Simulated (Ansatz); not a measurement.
A relaxation computed with Ansatz, from input to last step.

```yaml
crystal:
  lattice:
    - [5.4016052188, 0.0, 0.0]
    - [0.0, 5.4016052188, 0.0]
    - [0.0, 0.0, 3.2880612593]
  atoms:
    - { symbol: Hf, position: [0.2959177443, 0.2959177443, 0.0] }
    - { symbol: Hf, position: [0.7040822557, 0.7040822557, 0.0] }
    - { symbol: Hf, position: [0.7959177443, 0.2040822557, 0.5] }
    - { symbol: Hf, position: [0.2040822557, 0.7959177443, 0.5] }
    - { symbol: "N", position: [0.0, 0.0, 0.0] }
    - { symbol: "N", position: [0.5, 0.5, 0.5] }
basis:
  ecutwfc: 420
kpoints:
  mp_grid: { grid: [8, 8, 12] }
hamiltonian:
  xc: pbesol
scf:
  occupations: { method: gaussian, width: 0.1 }
output:
  forces: true
  stress: true
  eigenvalues: true
relax:
  adjacent_minimum: "off"
  f_tol: 0.01
  max_steps: 30
  cell: { stress_tol: 0.1, fix: [volume] }
```

```bash
ansatz run input.yaml --threads 1 --pin off --max-ram 2560MiB --backend cpu --events-out ev --progress --plain --runs-dir out
```

Method: Ansatz 0.2.0, DFT PBEsol, scalar-relativistic, plane waves, PAW.

The volume is held at 1.06 times that of the relaxed cell.

Of 5 frames 4 are shown, positions in Å and forces in eV/Å; the SCF threshold varies from step to step. Steps run on the plane waves of an earlier cell, with a Pulay correction in the pressure. The basis is chosen afresh for the last frame, the zero of the energies, and at times for earlier ones too; energy and pressure step there, also at an unchanged geometry. The mark taken_back stands on steps that the optimiser undid.

```xyz
6
Lattice="5.4016 0.0000 0.0000 0.0000 5.4016 0.0000 0.0000 0.0000 3.2881" Properties=species:S:1:pos:R:3:forces:R:3 pbc="T T T" step=1 free_energy_over_end_meV_per_atom=0.10 pressure_GPa=-10.65
Hf    1.5984    1.5984    0.0000    0.0353    0.0353    0.0000
Hf    3.8032    3.8032    0.0000   -0.0353   -0.0353    0.0000
Hf    4.2992    1.1024    1.6440    0.0353   -0.0353    0.0000
Hf    1.1024    4.2992    1.6440   -0.0353    0.0353    0.0000
N     0.0000    0.0000    0.0000    0.0000    0.0000    0.0000
N     2.7008    2.7008    1.6440    0.0000    0.0000    0.0000
6
Lattice="5.4026 0.0000 0.0000 0.0000 5.4026 0.0000 0.0000 0.0000 3.2868" Properties=species:S:1:pos:R:3:forces:R:3 pbc="T T T" step=2 free_energy_over_end_meV_per_atom=0.02 pressure_GPa=-10.60
Hf    1.6010    1.6010    0.0000    0.0090    0.0090    0.0000
Hf    3.8016    3.8016    0.0000   -0.0090   -0.0090    0.0000
Hf    4.3023    1.1003    1.6434    0.0090   -0.0090    0.0000
Hf    1.1003    4.3023    1.6434   -0.0090    0.0090    0.0000
N     0.0000    0.0000    0.0000    0.0000    0.0000    0.0000
N     2.7013    2.7013    1.6434    0.0000    0.0000    0.0000
6
Lattice="5.4075 0.0000 0.0000 0.0000 5.4075 0.0000 0.0000 0.0000 3.2809" Properties=species:S:1:pos:R:3:forces:R:3 pbc="T T T" step=3 free_energy_over_end_meV_per_atom=0.02 pressure_GPa=-10.57 taken_back
Hf    1.6033    1.6033    0.0000    0.0050    0.0050    0.0000
Hf    3.8042    3.8042    0.0000   -0.0050   -0.0050    0.0000
Hf    4.3070    1.1005    1.6404    0.0050   -0.0050    0.0000
Hf    1.1005    4.3070    1.6404   -0.0050    0.0050    0.0000
N     0.0000    0.0000    0.0000    0.0000    0.0000    0.0000
N     2.7038    2.7038    1.6404    0.0000    0.0000    0.0000
6
Lattice="5.4047 0.0000 0.0000 0.0000 5.4047 0.0000 0.0000 0.0000 3.2843" Properties=species:S:1:pos:R:3:forces:R:3 pbc="T T T" step=5 free_energy_over_end_meV_per_atom=0.00 pressure_GPa=-10.58
Hf    1.6026    1.6026    0.0000   -0.0007   -0.0007    0.0000
Hf    3.8021    3.8021    0.0000    0.0007    0.0007    0.0000
Hf    4.3050    1.0997    1.6421   -0.0007    0.0007    0.0000
Hf    1.0997    4.3050    1.6421    0.0007   -0.0007    0.0000
N     0.0000    0.0000    0.0000    0.0000    0.0000    0.0000
N     2.7024    2.7024    1.6421    0.0000    0.0000    0.0000
```

The run took 2 min on 1 thread of Intel(R) Xeon(R) 6975P-C (Granite Rapids), with other jobs on the host, peak memory 0.78 GiB.

Spin–orbit coupling is left out, which can shift energies with elements as heavy as these.